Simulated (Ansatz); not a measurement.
Relax this structure to zero stress and force, keeping its symmetry:

```cif
data_structure
_symmetry_space_group_name_H-M 'P-6m2'
_symmetry_Int_Tables_number 187
_cell_length_a 3.8199
_cell_length_b 3.8199
_cell_length_c 11.9443
_cell_angle_alpha 90.000
_cell_angle_beta 90.000
_cell_angle_gamma 120.000
_cell_volume 150.94
loop_
_atom_site_label
_atom_site_type_symbol
_atom_site_symmetry_multiplicity
_atom_site_Wyckoff_symbol
_atom_site_fract_x
_atom_site_fract_y
_atom_site_fract_z
_atom_site_occupancy
Ca1 Ca 1 e 0.66667 0.33333 0.00000 1
Ca2 Ca 2 g 0.00000 0.00000 0.27198 1
Mg1 Mg 1 f 0.66667 0.33333 0.50000 1
```

These are results of DFT LDA, scalar-relativistic, plane waves, PAW in Ansatz 0.2.0, not measurements.

Settings: cutoff 420 eV, Γ-centred mesh 12×12×4 on the computed 4-atom cell, Gaussian smearing of 0.10 eV; no spin polarisation.

What does it relax to?

The volume goes down by 3.45 Å³/atom to 34.28 Å³/atom, and the energy falls by 20.2 meV/atom. Final structure:
```cif
data_structure
_symmetry_space_group_name_H-M 'P-6m2'
_symmetry_Int_Tables_number 187
_cell_length_a 3.6900
_cell_length_b 3.6900
_cell_length_c 11.6291
_cell_angle_alpha 90.000
_cell_angle_beta 90.000
_cell_angle_gamma 120.000
_cell_volume 137.13
loop_
_atom_site_label
_atom_site_type_symbol
_atom_site_symmetry_multiplicity
_atom_site_Wyckoff_symbol
_atom_site_fract_x
_atom_site_fract_y
_atom_site_fract_z
_atom_site_occupancy
Ca1 Ca 1 e 0.66667 0.33333 0.00000 1
Ca2 Ca 2 g 0.00000 0.00000 0.27044 1
Mg1 Mg 1 f 0.66667 0.33333 0.50000 1
```